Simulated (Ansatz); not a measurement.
NiGe:
```yaml
crystal:
  lattice:
    - [5.27619, 0.00000, 0.00000]
    - [0.00000, 3.46847, 0.00000]
    - [0.00000, 0.00000, 5.81720]
  atoms:
    - { symbol: Ni, position: [0.50503, 0.25000, 0.69377] }
    - { symbol: Ni, position: [0.49497, 0.75000, 0.30623] }
    - { symbol: Ni, position: [0.99497, 0.75000, 0.19377] }
    - { symbol: Ni, position: [0.00503, 0.25000, 0.80623] }
    - { symbol: Ge, position: [0.69105, 0.25000, 0.08667] }
    - { symbol: Ge, position: [0.30895, 0.75000, 0.91333] }
    - { symbol: Ge, position: [0.80895, 0.75000, 0.58667] }
    - { symbol: Ge, position: [0.19105, 0.25000, 0.41333] }
```

Relaxed with r²SCAN. Special points in fractions of this cell's reciprocal vectors: Γ (0.000, 0.000, 0.000); X (0.500, 0.000, 0.000); S (0.500, 0.500, 0.000); Y (0.000, 0.500, 0.000); Z (0.000, 0.000, 0.500); U (0.500, 0.000, 0.500); R (0.500, 0.500, 0.500); T (0.000, 0.500, 0.500).

### Question
List the band energies nearest the Fermi level at these points for r²SCAN with spin–orbit coupling (plane waves, PAW; program Ansatz).

### Answer
In eV from the Fermi level; about four levels below and three above (degenerate sets whole), none deeper than 8.9 eV; points with the same levels are listed once.

```tsv
k	below	above
Γ	-1.10 -1.10 -0.81 -0.81	0.83 0.83 0.98 0.98
X	-1.68 -1.68 -1.68 -1.68	0.98 0.98 0.98 0.98
S	-1.42 -1.42 -1.42 -1.42	0.29 0.29 0.29 0.29 0.29 0.29 0.29 0.29
Y	-0.52 -0.52 -0.52 -0.52	2.16 2.16 2.16 2.16
Z	-0.22 -0.22 -0.22 -0.22	1.01 1.01 1.01 1.01
U	-0.93 -0.93 -0.93 -0.93	0.83 0.83 0.83 0.83
R	-1.67 -1.67 -1.67 -1.67 -1.67 -1.67 -1.67 -1.67	2.48 2.48 2.48 2.48
T	-1.59 -1.59 -1.59 -1.59	0.39 0.39 0.39 0.39
```

Space group Pnma. The cell was relaxed with r²SCAN under the symmetry of its start. The run is not spin-polarised.

Potentials: the earlier of the program's two PAW sets. The files were generated under PBE; for other functionals the program regenerates the frozen cores, and for LDA and PBEsol the local potential too.
